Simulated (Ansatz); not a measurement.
Computed with DFT PBE, scalar-relativistic, plane waves, PAW in Ansatz. Settings: cutoff 420 eV, Γ-centred meshes spaced at most about 0.3 Å⁻¹, and about 0.25 Å⁻¹ or finer for metals (2π included), Gaussian smearing. No spin polarisation in the final relaxations.

Temperature and zero-point effects are left out. All come from trial cells, and lower structures may exist.

Question: Which of these relaxed structures of Ga3Ir2 is the lowest in energy?
A.

```xyz
5
Lattice="5.1481 0.0000 0.0000 -2.5741 4.4584 0.0000 0.0000 0.0000 4.8795" Properties=species:S:1:pos:R:3 pbc="T T T"
Ga    2.5741    0.0000    2.4397
Ga   -1.2870    2.2292    2.4397
Ga    1.2870    2.2292    2.4397
Ir    0.0000    0.0000    2.4397
Ir    0.0000    0.0000    0.0000
```

B.

```xyz
5
Lattice="4.6861 0.0000 0.0000 0.0000 4.6861 0.0000 0.0000 0.0000 4.6861" Properties=species:S:1:pos:R:3 pbc="T T T"
Ga    0.0000    2.3430    2.3430
Ga    2.3430    0.0000    2.3430
Ga    2.3430    2.3430    0.0000
Ir    2.3430    2.3430    2.3430
Ir    0.0000    0.0000    0.0000
```

C.

```xyz
5
Lattice="4.2437 0.0000 0.0000 -2.1218 3.6751 0.0000 0.0000 0.0000 7.6371" Properties=species:S:1:pos:R:3 pbc="T T T"
Ga    0.0000    0.0000    5.1727
Ga    0.0000    0.0000    2.4645
Ga    0.0000    0.0000    0.0000
Ir    0.0000    2.4501    3.8186
Ir    2.1218    1.2250    3.8186
```

Answer: C. It has space group P6/mmm (No. 191); the next, B, with space group Pm-3m (No. 221), lies 262 meV/atom higher. Counting all near atoms (those within 1.25 times the shortest distance at each site; a plus sign parts nearer from farther groups; a slash parts the counts of unlike sites), the lowest has Ga 2/8, Ir 3+6 and the next has Ga 2, Ir 6/12+8. Even the lowest lies +0.31 eV/atom against the elements.

Spin–orbit coupling, which can matter for Ir, is left out. A magnetic state wasn't ruled out in cells without spin, among them P6/mmm at 23.8 Å³/atom. Cells relaxed within their symmetry can be saddle points. Some types were kept out of the candidates beforehand, so the set may lack a known form.
